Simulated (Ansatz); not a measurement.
**LaSi2C2: settings compared (Ansatz)**

The input file (Ansatz 0.2.0, plane waves):

```yaml
crystal:
  lattice:
    - [4.139848, 0.0, 0.0]
    - [0.0, 4.139848, 0.0]
    - [0.0, 0.0, 8.583106]
  atoms:
    - { symbol: C, position: [0.173, 0.5, 0.25] }
    - { symbol: C, position: [0.5, 0.827, 0.75] }
    - { symbol: C, position: [0.827, 0.5, 0.25] }
    - { symbol: C, position: [0.5, 0.173, 0.75] }
    - { symbol: La, position: [0.0, 0.0, 0.0] }
    - { symbol: La, position: [0.0, 0.0, 0.5] }
    - { symbol: Si, position: [0.5, 0.226, 0.25] }
    - { symbol: Si, position: [0.226, 0.5, 0.75] }
    - { symbol: Si, position: [0.5, 0.774, 0.25] }
    - { symbol: Si, position: [0.774, 0.5, 0.75] }
  symmetry: { tolerance: 0.0003 }
kpoints:
  mp_grid: { grid: [4, 4, 2], shift: [0, 0, 0] }
magnetization:
  spin_polarized: false
scf:
  occupations: { method: cold, width: 0.0102 }
hamiltonian:
  pseudopotentials: { kind: paw }
  xc: r2scan
basis:
  ecutwfc: 500
output:
  forces: true
  stress: true
  eigenvalues: true
```

Run with:

```bash
ansatz run input.yaml --threads 1 --pin off --max-ram 2560MiB --backend cpu --events-out ev --progress --plain --runs-dir out
```

Origin of the cell: a known structure type with other elements, at an estimated volume, so it need not be a known compound.

Output of this run (shortened):

```
Pseudopotentials: kind: paw
Pseudopotential: C, paw, valence charge 4, recommended cutoff 500 eV (meta_gga), C.paw.azcp
Pseudopotential: La, paw, valence charge 11, recommended cutoff 500 eV (meta_gga), La.paw.azcp
Pseudopotential: Si, paw, valence charge 4, recommended cutoff 500 eV (meta_gga), Si.paw.azcp
Functional definition: r2SCAN
  exchange = r2scan_x(k0 = k0, k1 = k1, a1 = a1)
  correlation = r2scan_c
Crystal: 10 atoms, lattice volume = 147.100 Å³
Basis set: ecut = 500 eV, 3743 PW (Γ), exchange–correlation on 128×128×256 points (64 copies of the dense FFT grid, shifted against one another)
Bands: 37, of which v1, the nominal top of the filled ones, is band 27 counted from 1 (26 counted from 0)
Symmetry: 16 space group operations
[… 11 lines left out …]
Initial density: superposition of atomic densities (neutral atoms: chi_scale 0, normalization atom), corrected by the library's trained network
Functional: x = r2scan, c = r2scan; τ floored in thin density (d = 2e-4 eV/Å³)
SCF iter   1: F=—  HF=-16087.277813 eV  Δρ=1.39e-2  dr2=4.00e-1  dr2_τ=9.64e-1
SCF iter   2: F=—  HF=-16087.415117 eV  S|Δr|=   1.83e-5  Δρ=6.94e-3  dr2=7.13e-2  dr2_τ=4.06e-3  defer=53
SCF iter   3: F=—  HF=-16087.408668 eV  S|Δr|=   6.37e-7  Δρ=2.04e-3  dr2=6.24e-3  dr2_τ=3.24e-4  defer=41
SCF iter   4: F=—  HF=-16087.409322 eV  S|Δr|=   8.92e-8  Δρ=3.35e-4  dr2=1.98e-4  dr2_τ=1.25e-5  defer=41
SCF iter   5: F=—  HF=-16087.409414 eV  S|Δr|=   8.96e-9  Δρ=1.23e-4  dr2=1.87e-5  dr2_τ=9.00e-7  defer=41
SCF iter   6: F=—  HF=-16087.409535 eV  S|Δr|=   1.64e-9  Δρ=2.30e-5  dr2=8.52e-7  dr2_τ=3.76e-8  defer=41
SCF iter   7: F=-16087.409535 eV  HF=-16087.409535 eV  S|Δr|=  9.01e-10  Δρ=4.92e-6  dr2=5.35e-8  dr2_τ=4.27e-9
SCF 1 converged in 7 iterations: F = -16087.409535 eV  dr2 = 5.35e-8
SCF converged after 7 iterations
Stability not checked: this state was not tested for a lower state beside it, because cold or Methfessel-Paxton smearing, or corrected tetrahedra, fill the levels in a way that the test cannot read (fill_not_monotonic; […]
Free energy (F): -16087.409535 eV
F+E_penalty+E_count: -16087.409535 eV  (lagrangian_ev)
Harris-Foulkes:  -16087.409535 eV  (|F-HF|=7.51e-9)
Internal energy: -16087.409535 eV  (E = F + TS)
E sigma→0 (E₀):  -16087.409535 eV
Fermi energy:    12.254137 eV
--- Per-component energies (eV) ---
  E_band       = 22.673474
  E_kinetic    = 948.850402
  E_local      = -1171.828894  (includes V_loc(G=0)·N_el)
  E_nonlocal   = 406.329215
  E_hartree    = 385.182305
  E_xc         = -675.734805
  E_vxc        = -803.906831  (∫ρ·V_xc dr)
  E_paw        = -13361.083849  (= ΣΔE_a)
  E_vpaw       = -166.594013  (= ΣTr[D̂ρ^β])
  E_aug_tail   = 0.000037  (compensation charges beyond the density's cutoff)
  E_vtau       = 39.463049  (kinetic-family band-sum trace: ∫τ·v_τ [+ j·A + Jᵃ·Aᵃ] dr)
  E_ewald      = -2618.856144
  E_core_change = -0.267802  (= ΣΔE_core)
  E_smearing   = 0.000000  (= −TS)
  E_count      = -0.000000  (occupations off the electron count; not in F)
[… 7 lines left out …]
  atom   6  La     0.000000     0.000000     0.000000
  atom   7  Si     0.000000     4.377311     0.000000
  atom   8  Si     4.377311     0.000000     0.000000
  atom   9  Si     0.000000    -4.377311     0.000000
  atom  10  Si    -4.377311     0.000000     0.000000
  max |Σ_I F_I| component: 0.00e0 eV/Å
--- Stress (GPa, compression-positive) ---
       38.452840       0.000000       0.000000
        0.000000      38.452840       0.000000
        0.000000       0.000000      -3.110284
  P = ⅓ Tr σ = 24.5985 GPa (245.985 kbar)
```

The same input was run again with these changes:

1. `scf.occupations.width` 0.0102 → default; `scf.occupations.method` cold → tetrahedron_uncorrected; `scf.lower_state_search` default → light
2. `hamiltonian.xc` r2scan → revpbe; `basis.ecutwfc` 500 → "550 eV"
3. `hamiltonian.xc` r2scan → rpbe; `scf.mixing.preconditioner` default → kerker
4. `hamiltonian.hubbard` default → { sites: [{ species: La, l: f, u_eff: 4.0 }], double_counting: fll }

```
 run        end  SCF iterations  P (GPa)  max force component (eV/Å)  moment (μB)  ΔE(σ→0) (meV/atom)
base  converged               7    24.60                       4.377            –                   0
   1  converged               8    24.85                       4.410            –               22.72
   2  converged               9    27.59                       4.322            –                   –
   3  converged              10    28.32                       4.324            –                   –
   4  converged               8    25.69                       4.559            –                   –
```

Energies are compared only where functional, datasets, charge and starting cell are the same.

Caveats of the base run: no spin-orbit coupling, though heavy elements are present; the k mesh is coarse if the cell is a metal.

Run 2: forces of this functional can be a tenth off on datasets made under PBE.
Run 3: forces of this functional can be a tenth off on datasets made under PBE.

Time of the base run: 11 s on 1 thread of Arm Neoverse V2, on a shared host, peak memory 0.69 GiB, from the program's own first density.
